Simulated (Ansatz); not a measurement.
Rough cost of magnetic runs on MnV (Pm-3m) in Ansatz 0.2.0, 2 threads of Arm Neoverse V2, on a shared host.

```yaml
crystal:
  lattice:
    - [2.90000, 2.90000, 0.00000]
    - [2.90000, 0.00000, 2.90000]
    - [2.90000, 0.00000, -2.90000]
  atoms:
    - { symbol: Mn, position: [0.00000, 0.00000, 0.00000] }
    - { symbol: Mn, position: [0.00000, 0.50000, 0.50000] }
    - { symbol: V, position: [0.50000, 0.25000, 0.75000] }
    - { symbol: V, position: [0.50000, 0.75000, 0.25000] }
```

```
                                     run  functional, mesh  k points solved  bands  iterations  wall time (s)  peak memory (GiB)
 PAW: start Mn1↑ Mn2↓ V3↑ V4↓ on spinors     LDA, 10×10×10               47     68          26             82               0.51
LAPW: start Mn1↑ Mn2↓ V3↑ V4↓ on spinors     LDA, 10×10×10               47     68          22            300                1.2
                   PAW: parallel moments     LDA, 10×10×10               47     41          21            9.5               0.43
       LAPW: parallel moments on spinors     LDA, 10×10×10               47     68          23            310                1.2
        PAW: parallel moments on spinors     LDA, 10×10×10               47     68          22             78               0.49
```

Question: Roughly how much dearer is an iteration by LAPW than by PAW among the runs with the first row's mesh and spin treatment (non-collinear)?

Answer: About 4 times (medians of wall time over iterations; times from a shared host are rough).
